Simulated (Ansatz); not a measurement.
# Relaxation of ZrPb$_{2}$

Method: DFT PBEsol, scalar-relativistic, plane waves, PAW (Ansatz). Run with 420 eV cutoff, 8×8×8 k-mesh, Gaussian smearing of 0.10 eV, no spin polarisation.

What was changed in ZrIr2: Ir → Pb on all its sites, cell and atoms relaxed.

Spin–orbit coupling is left out, which can shift energies with elements as heavy as these.

Command:

```bash
ansatz run input.yaml --threads 1 --pin off --max-ram 2560MiB --backend cpu --events-out ev --progress --plain --runs-dir out
```

Input:

```yaml
crystal:
  lattice:
    - [0.0, 4.3407298512, 4.3407298512]
    - [4.3407298512, 0.0, 4.3407298512]
    - [4.3407298512, 4.3407298512, 0.0]
  atoms:
    - { symbol: Zr, position: [0.5, 0.5, 0.5] }
    - { symbol: Zr, position: [0.75, 0.75, 0.75] }
    - { symbol: Pb, position: [0.125, 0.125, 0.125] }
    - { symbol: Pb, position: [0.625, 0.125, 0.125] }
    - { symbol: Pb, position: [0.125, 0.125, 0.625] }
    - { symbol: Pb, position: [0.125, 0.625, 0.125] }
basis:
  ecutwfc: 420
kpoints:
  mp_grid: { grid: [8, 8, 8] }
hamiltonian:
  xc: pbesol
scf:
  occupations: { method: gaussian, width: 0.1 }
output:
  forces: true
  stress: true
  eigenvalues: true
relax:
  adjacent_minimum: "off"
  f_tol: 0.01
  max_steps: 60
  cell: { stress_tol: 0.1 }
```

F is the free energy. Steps run on the plane waves of an earlier cell, but the last one, and at times one on the way, on a freshly chosen basis, so a repeated geometry can differ a little in energy.

Steps:

| step | F − F(1) (eV) | largest force component (eV/Å) | V (Å³/atom) | P (GPa) |
| --- | --- | --- | --- | --- |
| 1 | 0.0000 | 0.000 | 27.263 | 0.20 |
| 2 | -0.0001 | 0.000 | 27.398 | -0.13 |
| 3 | -0.0003 | 0.000 | 27.345 | 0.00 |
| 4 | -0.0003 | 0.000 | 27.345 | 0.00 |

Relaxed structure:

```
CELL_PARAMETERS angstrom
0.00000 4.34511 4.34511
4.34511 0.00000 4.34511
4.34511 4.34511 0.00000
ATOMIC_POSITIONS crystal
Zr 0.50000 0.50000 0.50000
Zr 0.75000 0.75000 0.75000
Pb 0.12500 0.12500 0.12500
Pb 0.62500 0.12500 0.12500
Pb 0.12500 0.12500 0.62500
Pb 0.12500 0.62500 0.12500
```

The structure is cubic, space group Fd-3m (No. 227). The conventional cell has a = 8.690 Å, b = 8.690 Å, c = 8.690 Å, α = 90.00°, β = 90.00°, γ = 90.00°. Zr (site symmetry -43m) is surrounded by 12 Pb at 3.60 Å and 4 Zr at 3.76 Å. Around Pb (site symmetry -3m) lie 6 Pb at 3.07 Å.

The run converged. The run took 60 s on 1 thread of Arm Neoverse V1, with other jobs on the host, peak memory 0.52 GiB.